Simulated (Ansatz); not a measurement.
One crystal and one scan (energy over volume and axial ratio) at two levels, r2SCAN (plane waves to 500 eV, PAW, scalar-relativistic; Ansatz, a first-principles code) and PBE (plane waves to 420 eV, PAW, scalar-relativistic; Ansatz), each from its own relaxed cell and on its own mesh. The cell shown is that of r2SCAN.

PbS (rock salt)

```
CELL_PARAMETERS angstrom
      0.00000     2.98725     2.98725
      2.98725     0.00000     2.98725
      2.98725     2.98725     0.00000
ATOMIC_POSITIONS crystal
  S  0.00000 0.00000 0.00000
  Pb 0.50000 0.50000 0.50000
```

The relaxed cell is deformed in two ways at once: its volume V is scaled, and at that volume it is stretched along z (the c axis of the conventional cell) so that c/a changes. Fractional atomic positions are held.

Energies are smeared free energies. PbS was relaxed with its symmetry unable to fall. Spin-orbit coupling is left out, though Pb is heavy. Percentages come from the unrounded values.

Results of r2SCAN:

| Quantity | Result |
|---|---|
| Lattice constant a (Å) | 5.974 |
| Shear modulus C′ = (C11 − C12)/2 (fit, atoms clamped) (GPa) | 60 |

Question: What does PBE give for the same quantities?

Answer: 
```tsv
quantity	PBE	r2SCAN − PBE
Lattice constant a (Å)	6.009	-0.035 (-0.6 %)
Shear modulus C′ = (C11 − C12)/2 (fit, atoms clamped) (GPa)	54	+6 (+12 %)
```

r2SCAN gives the higher value for: shear modulus C′. r2SCAN gives the lower value for: lattice constant a. Neither level is exact: the differences show how much the result hangs on the functional.

(A scan under strain: stresses follow from slopes of the energy per volume, elastic moduli from its curvatures.)
